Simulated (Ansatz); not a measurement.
## Which metal conducts best in a thin wire?

Plane-wave DFT in Ansatz, LDA, scalar-relativistic PAW potentials, cutoff 420 eV, no spin-orbit coupling; no spin polarisation. Relaxed crystals; Boltzmann transport at 300 K with one relaxation time τ for all states, on bands interpolated from the mesh shown (Fermi–Dirac smearing 0.15 eV in the self-consistent run).

| metal | k mesh | σ/τ xx, yy, zz (10²⁰ Ω⁻¹ m⁻¹ s⁻¹) | N(E_F) (states eV⁻¹ nm⁻³, both spins) |
| --- | --- | --- | --- |
| TaRu (Pm-3m) | 14×14×14 | 8.72, 8.72, 8.72 | 108.6 |
| TiAl₂ (Cmmm) | 10×10×10 | 3.24, 2.25, 1.83 | 26.6 |
| Ti₃AlC₂ (P6_3/mmc) | 12×12×2 | 3.13, 3.13, 0.59 | 25.3 |
| InP₃ (R-3m) | 6×6×6 | 1.05, 1.05, 0.81 | 8.4 |

**Question.** Get the Fermi velocity and ρλ of each, along its best-conducting axis, without knowing τ.

**Answer.** The trace of σ/τ is e²N(E_F)⟨v²⟩, which gives the root mean square velocity. With ρ = 1/((σ/τ)τ) and λ = vτ the time drops out: ρλ = v/(σ/τ).
| metal | v (10⁵ m/s) | ρλ (10⁻¹⁶ Ω m²) |
| --- | --- | --- |
| TaRu (Pm-3m) | 3.88 | 4.4 |
| TiAl₂ (Cmmm) | 4.14 | 12.8 |
| Ti₃AlC₂ (P6_3/mmc) | 4.11 | 13.1 |
| InP₃ (R-3m) | 4.67 | 44.4 |

ρλ measures the inverse of the Fermi surface's area in k space (1/(ρλ) = e²S_F/(12π³ħ) for an isotropic metal), not the velocity: slow d electrons on a large surface can match fast s electrons. Copper's value in the literature is about 6.7×10⁻¹⁶ Ω m².

**Question.** How much resistivity do surfaces and grain boundaries add in a square wire 15 nm wide, with diffuse surfaces, grains as wide as the wire and a reflection coefficient of 0.3?

**Answer.** In the common approximations to Fuchs–Sondheimer and Mayadas–Shatzkes, Δρ = ρλ [3(1 − p)/(4d) + 3R/(2D(1 − R))], with specularity p = 0, R = 0.3, and width d and grain size D both 15 nm, so Δρ = ρλ × 0.93×10⁸ m⁻¹: TaRu (Pm-3m) 4.1 μΩ cm, TiAl₂ (Cmmm) 11.9 μΩ cm, Ti₃AlC₂ (P6_3/mmc) 12.2 μΩ cm, InP₃ (R-3m) 41.2 μΩ cm. The rise is smallest in TaRu (Pm-3m). The wire's resistivity is this plus the bulk value, which needs phonon and disorder scattering and wasn't computed, so a small ρλ is needed but not enough: a wire metal must also be stable, stay ordered and resist electromigration and oxidation. One τ for all states gives, as a rule, a lower ρλ than one λ would, by some tens of per cent where velocities vary over the Fermi surface, which flatters d metals against copper, and the values hang on the mesh; the best axis of an anisotropic metal needs oriented grains, and the mean velocity understates λ along it.

Spin-orbit coupling, left out, matters for the members with heavy elements.

Cost: about 80 core-minutes for the runs cited, on Intel Xeon Platinum 8259CL (Skylake/Cascade Lake), Arm Neoverse V1, Oxide Virtual Turin-like Processor (Zen 5) (shared hosts).